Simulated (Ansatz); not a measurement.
A distorted cell of GaP (zinc blende):

```
GaP
1.0
    0.00000     5.50603     5.50603
    2.75302     0.00000     2.75302
    2.75302     2.75302     0.00000
P Ga
2 2
Direct
  0.37500   0.76462   0.74056
  0.87500   0.73538   0.75944
  0.00000   0.00572   0.99631
  0.50000   0.99428   0.00369
```

Level of theory: PBE (plane waves to 420 eV, PAW, scalar-relativistic; Ansatz, a quantum-chemistry and plane-wave program). k mesh 5×10×10 (Γ-centred), Fermi-Dirac smearing 0.05 eV. Compression counts positive. GaP was relaxed with its symmetry unable to fall.

### Question
Predict the force on every atom, in eV/Å.

### Answer
```csv
atom,Fx,Fy,Fz
P1,-0.138,0.319,-0.516
P2,0.244,-0.376,0.555
Ga3,-0.221,0.335,-0.491
Ga4,0.116,-0.277,0.452
```

(For displaced atoms, the force is minus the slope of the energy, and its curvature is a force constant, which sets phonon frequencies.)
